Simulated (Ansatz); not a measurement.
Here is the system:

La5Si3:
```cif
data_La10Si6
_chemical_formula_sum 'La10 Si6'
_space_group_name_H-M_alt 'P 1'
_space_group_IT_number 1
_cell_length_a 8.78862
_cell_length_b 8.78862
_cell_length_c 8.78862
_cell_angle_alpha 126.388
_cell_angle_beta 126.388
_cell_angle_gamma 79.252
loop_
_space_group_symop_operation_xyz
  'x, y, z'
loop_
_atom_site_label
_atom_site_type_symbol
_atom_site_fract_x
_atom_site_fract_y
_atom_site_fract_z
_atom_site_occupancy
La1 La 0.03124 0.17146 0.50000 1
La2 La 0.96876 0.82854 0.50000 1
La3 La 0.17146 0.67146 0.14022 1
La4 La 0.82854 0.32854 0.85978 1
La5 La 0.67146 0.53124 0.50000 1
La6 La 0.32854 0.46876 0.50000 1
La7 La 0.53124 0.03124 0.85978 1
La8 La 0.46876 0.96876 0.14022 1
La9 La 0.50000 0.50000 0.00000 1
La10 La 0.00000 0.00000 0.00000 1
Si1 Si 0.11232 0.61232 0.72464 1
Si2 Si 0.88768 0.38768 0.27536 1
Si3 Si 0.61232 0.88768 0.50000 1
Si4 Si 0.38768 0.11232 0.50000 1
Si5 Si 0.75000 0.75000 0.00000 1
Si6 Si 0.25000 0.25000 0.00000 1
```

This is the PBEsol-relaxed structure.

All from PBEsol in the plane-wave PAW code Ansatz, unless another level is named. Estimate the electronic character.

metallic (no gap).

What about the formation energy from the elements (no fitted shifts)?

-61 kJ/mol of atoms.

Next, the density of states at the Fermi level?

0.98 states/eV per atom (mean over ±0.08 eV).

Space group I4/mcm. The workflow started from a Materials Project entry (that database holds measured and hypothetical structures alike); the Crystallography Open Database files this formula in space group No. 140, but the cells were not matched. Whether it is the stable phase at ambient conditions was not checked. The PBEsol relaxation kept the symmetry of its start; its stability against distortions is not shown here. The workflow began spin-polarised and lost its moments. The references are the lowest solids computed at this level, not always the standard phases. Scalar-relativistic: spin–orbit coupling is off unless named, which matters more the heavier the elements.

Potentials: the later of the program's two PAW sets.
